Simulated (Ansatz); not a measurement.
One crystal and one scan (scan of one atom of the cell) at two levels, PBE (plane waves to 420 eV, PAW, scalar-relativistic; Ansatz, a quantum-chemistry and plane-wave program) and r2SCAN (plane waves to 500 eV, PAW, scalar-relativistic; Ansatz), each from its own relaxed cell and on its own mesh. The cell shown is that of PBE.

Relaxed C (diamond):

```
CELL_PARAMETERS angstrom
      0.00000     3.57157     3.57157
      1.78578     0.00000     1.78578
      1.78578     1.78578     0.00000
ATOMIC_POSITIONS crystal
  C  0.25000 0.50000 0.50000
  C  0.75000 0.50000 0.50000
  C  0.37500 0.75000 0.75000
  C  0.87500 0.75000 0.75000
```

Scan: atom 3 (C, nearest neighbour C at 1.547 Å; its periodic images, 2.5 Å or more away, move with it) is displaced along Cartesian x, direction (1.000, 0.000, 0.000) in Cartesian axes, by s. The other atoms stay.

The energy includes the smearing's −TS. C was relaxed with its symmetry unable to fall. Both scans cover s from -0.310 to 0.310 Å.

ΔE (meV/cell), each from the undisplaced structure of its own level:

```json
[
 {"s (Å)": "-0.310", "PBE": "1807", "r2SCAN": "1900"},
 {"s (Å)": "-0.248", "PBE": "1189", "r2SCAN": "1250"},
 {"s (Å)": "-0.186", "PBE": "683", "r2SCAN": "718"},
 {"s (Å)": "-0.124", "PBE": "308", "r2SCAN": "324"},
 {"s (Å)": "-0.062", "PBE": "78", "r2SCAN": "82"},
 {"s (Å)": "0.000", "PBE": "0", "r2SCAN": "0"},
 {"s (Å)": "0.062", "PBE": "78", "r2SCAN": "82"},
 {"s (Å)": "0.124", "PBE": "311", "r2SCAN": "328"},
 {"s (Å)": "0.186", "PBE": "693", "r2SCAN": "729"},
 {"s (Å)": "0.248", "PBE": "1211", "r2SCAN": "1274"},
 {"s (Å)": "0.310", "PBE": "1847", "r2SCAN": "withheld"}
]
```

Problem. Estimate the r2SCAN value at 0.310 from the PBE value there and the ratio of the two levels in the two nearest given rows on that side of the minimum.

Solution. At 0.248 and 0.186 the ratio r2SCAN/PBE averages 1.052, which gives 1.052 × 1847 = 1943 meV/cell. The calculation gives 1944 meV/cell, +5.3 % against PBE.

(A displaced cell: forces are minus the slopes of the energy, force constants its curvatures, and phonons follow from these.)
